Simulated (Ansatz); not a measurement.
ZrCu₅ (space group F-43m)

```
CELL_PARAMETERS angstrom
      0.00000     3.39430     3.39430
      3.39430     0.00000     3.39430
      3.39430     3.39430     0.00000
ATOMIC_POSITIONS crystal
  Zr 0.00000 0.00000 0.00000
  Cu 0.25000 0.25000 0.25000
  Cu 0.62422 0.62422 0.62422
  Cu 0.62422 0.62422 0.12735
  Cu 0.62422 0.12735 0.62422
  Cu 0.12735 0.62422 0.62422
```

This relaxed cell (volume V₀) is scaled evenly in all directions, its shape held. The atoms relax within the cell's symmetry.

These are PBEsol (plane waves to 420 eV, PAW, scalar-relativistic; Ansatz, a first-principles code) values and carry that method's errors. k mesh 12×12×12 (Γ-centred), Fermi-Dirac smearing 0.05 eV. Stress and pressure are positive under compression. ZrCu5 is run without spin polarisation. ZrCu5 was relaxed with its symmetry unable to fall.

At one point of the scan the stress tensor (GPa) is:

```
   20.4      0.0      0.0
    0.0     20.4      0.0
    0.0      0.0     20.4
```

Problem. Which point is it?
A) V/V₀ = 0.872
B) V/V₀ = 0.904
C) V/V₀ = 0.936
D) V/V₀ = 0.840

Solution. B, V/V₀ = 0.904

(Under strain, the slope of the energy per volume gives the stress and its curvature an elastic modulus.)
